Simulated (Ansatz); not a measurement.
Ta2AlB2 in space group P-6m2 (No. 187; Ta on 2h, Al on 1a, B on 1b, B on 1f) at seven volumes, the program Ansatz at the r²SCAN level (PAW), shape and atoms relaxed at each. One row is withheld.

| V (Å³/atom) | P (GPa) |
|---|---|
| 11.348 | 23.84 |
| 11.722 | 14.47 |
| 12.096 | ? |
| 12.471 | 0.00 |
| 12.845 | -5.80 |
| 13.219 | -10.71 |
| 13.593 | -14.85 |

**Question.** Fit the shown pressures and predict the withheld one.

**Answer.** Third-order Birch–Murnaghan: P = (3/2)B₀(x^(7/2) − x^(5/2))[1 + (3/4)(B′ − 4)(x − 1)] with x = (V₀/V)^(2/3). Least squares on the six rows gives V₀ = 12.467 Å³/atom, B₀ = 206.8 GPa, B′ = 4.30. At V = 12.096, x = 1.0203 and P = 6.67 GPa. The run itself gave 6.74 GPa.

The start of the workflow was typed in or built on a structure type; neither database checked (COD, Materials Project) lists it. Its standing as an ambient phase is unchecked. The r²SCAN relaxation kept the symmetry of its start; its stability against distortions is not shown here. The run is not spin-polarised. Spin–orbit coupling is left out wherever it is not named.

Potentials: the earlier of the program's two PAW sets. The files were generated under PBE; for other functionals the program regenerates the frozen cores, and for LDA and PBEsol the local potential too.
